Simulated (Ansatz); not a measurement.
Zr₂Au (MoSi2 or CaC2 type, space group No. 139) under volume change, r²SCAN (plane waves, PAW; program Ansatz), shape and atoms relaxed at each volume.

| V (Å³/atom) | E − E(relaxed) (meV/atom) | P (GPa) |
|---|---|---|
| 19.235 | 80.0 | 14.57 |
| 19.869 | [?] | [?] |
| 20.503 | 8.0 | 4.14 |
| 21.138 | 0.0 | 0.00 |
| 21.772 | 7.2 | -3.55 |
| 22.406 | [?] | [?] |

Q: Complete the blanks.

A: 
- 19.869, E − E(relaxed) (meV/atom): 33.7
- 19.869, P (GPa): 8.96
- 22.406, E − E(relaxed) (meV/atom): 27.4
- 22.406, P (GPa): -6.59

Q: What does a third-order Birch–Murnaghan fit give for V₀, B₀ and B′?

A: V₀ = 21.14 Å³/atom, B₀ = 127 GPa, B′ = 4.1.

Space group I4/mmm (MoSi2 or CaC2 type). The workflow started from an entry of the Crystallography Open Database (COD). Whether it is the stable phase at ambient conditions was not checked. The cell was relaxed with r²SCAN under the symmetry of its start; whether a distortion lowers the energy is not shown. The run is not spin-polarised. Spin–orbit coupling is left out wherever it is not named.

Potentials: the later of the program's two PAW sets.
